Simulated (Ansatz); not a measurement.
One crystal and one scan (frozen-phonon scan) at two levels, PBE (plane waves to 420 eV, PAW, scalar-relativistic; Ansatz, an electronic-structure program) and LDA (plane waves to 420 eV, PAW, scalar-relativistic; Ansatz), each from its own relaxed cell and on its own mesh. The cell shown is that of PBE.

W₃N₄ (space group Pm-3m)

```
CELL_PARAMETERS angstrom
      4.21545     0.00000     0.00000
      0.00000     4.21545     0.00000
      0.00000     0.00000     4.21545
ATOMIC_POSITIONS crystal
  N  0.50000 0.50000 0.50000
  N  0.50000 0.00000 0.00000
  N  0.00000 0.50000 0.00000
  N  0.00000 0.00000 0.50000
  W  0.50000 0.50000 0.00000
  W  0.00000 0.50000 0.50000
  W  0.50000 0.00000 0.50000
```

The atoms are displaced by Q × the pattern below (from a DFPT mode at Γ, largest move 1; Q in Å), at fixed cell. It is one choice among 3 degenerate patterns.

```csv
atom,x,y,z
N1,0.000,0.000,-1.000
N2,0.000,0.000,0.413
N3,0.000,0.000,0.413
N4,0.000,0.000,0.112
W5,0.000,0.000,-0.355
W6,0.000,0.000,0.180
W7,0.000,0.000,0.180
```

Spin-orbit coupling is left out, though W is heavy. W3N4 is run without spin polarisation. W3N4 was relaxed with its symmetry unable to fall. With partly filled bands, energies and forces of such displacements shift with the k mesh and the smearing. Percentages come from the unrounded values.

Results of PBE:

* **Lattice constant a (Å)**: 4.215
* **Depth of the well (fit) (meV/cell)**: 205
* **Shape of the curve**: a double well: the undisplaced structure is a maximum between two minima

What does LDA give for the same quantities?


```csv
quantity,LDA,PBE − LDA
Lattice constant a (Å),4.156,+0.059 (+1.4 %)
Depth of the well (fit) (meV/cell),211,-6 (-3 %)
```

PBE gives the higher value for: lattice constant a. PBE gives the lower value for: depth of the well. Both give the same shape of the curve: a double well: the undisplaced structure is a maximum between two minima. Neither level is exact: the differences show how much the result hangs on the functional.

(A displaced cell: forces are minus the slopes of the energy, force constants its curvatures, and phonons follow from these.)
